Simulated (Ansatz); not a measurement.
A relaxed cell of Mg3TeSe2 is given with its symmetry left out. The cell was found from a structure generator's guess, not taken from experiment.

Theory: DFT PBE, scalar-relativistic, plane waves, PAW (Ansatz 0.2.0). Cutoff 420 eV, Γ-centred mesh, Gaussian smearing, no spin polarisation.

```
Mg Te Se
1.0
     4.00773    0.00000    0.00000
    -2.00386    3.47079    0.00000
     0.00000    0.00000    9.82297
Mg Te Se
3 1 2
Direct
  0.33333 0.66667 0.18174
  0.66667 0.33333 0.81826
  0.00000 0.00000 0.50000
  0.00000 0.00000 0.00000
  0.33333 0.66667 0.65934
  0.66667 0.33333 0.34065
```

Energies over the elements count from the elements' standard structures at the same level, with no fitted energy shifts.

(1) What space group does it have?

(2) What is its formation energy per atom?

(3) Is it a metal?

## Answers

(1) P-3m1 (No. 164), with Te and Se ordered on rock salt sites. Conventional cell: a = 4.008 Å, c = 9.823 Å. Mg on a site of symmetry 3m is surrounded by 3 Se at 2.79 Å and 3 Te at 2.92 Å; around Mg on a site of symmetry -3m lie 6 Se at 2.79 Å; around Te lie 6 Mg at 2.92 Å; around Se lie 6 Mg at 2.79 Å.

(2) −1.074 eV/atom. A negative formation energy is needed for stability but isn't enough: competing phases decide.

(3) No, the gap on the 12×12×4 mesh is 0.50 eV.

The last run used a 12×12×4 mesh (in the run's order of axes) for its 6-atom cell and Gaussian smearing of 0.02 eV. Spin–orbit coupling, which can matter for Te, is left out. Kohn–Sham gaps at this level usually fall short of measured ones. The missing spin–orbit coupling can work the other way here. The reference forms of Se and Te are held partly by dispersion forces, which this level lacks. A later test with randomly moved atoms came back to the same energy, though modes that don't fit the test's cell weren't probed.
